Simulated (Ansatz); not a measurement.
Sb:
```yaml
crystal:
  lattice:
    - [3.08725, 0.00000, 0.00000]
    - [0.00000, 3.08725, 0.00000]
    - [0.00000, 0.00000, 3.08725]
  atoms:
    - { symbol: Sb, position: [0.00000, 0.00000, 0.00000] }
```

Relaxed with r²SCAN. Special points in fractions of this cell's reciprocal vectors: Γ (0.000, 0.000, 0.000); X (0.000, 0.500, 0.000); M (0.500, 0.500, 0.000); R (0.500, 0.500, 0.500).

List the band energies nearest the Fermi level at these points for plane-wave PAW r²SCAN with spin–orbit coupling (Ansatz code).

In eV from the Fermi level; about four levels below and three above (degenerate sets whole), none deeper than 8.9 eV; points with the same levels are listed once.

| k | below | above |
|---|---|---|
| Γ | – | 2.93 2.93 3.84 3.84 3.84 3.84 |
| X | -5.89 -5.89 | 5.33 5.33 6.10 6.10 |
| M | -3.99 -3.99 -3.57 -3.57 | 2.53 2.53 7.98 7.98 |
| R | -1.51 -1.51 -1.51 -1.51 | 5.29 5.29 5.29 5.29 |

Space group Pm-3m (simple cubic). The workflow started from a Materials Project entry (that database holds measured and hypothetical structures alike); the Crystallography Open Database files this formula in space group No. 221, but the cells were not matched. It is not the phase usual at ambient conditions (space group No. 166). The cell was relaxed with r²SCAN under the symmetry of its start; its stability against distortions is not shown here.

Potentials: the earlier of the program's two PAW sets.
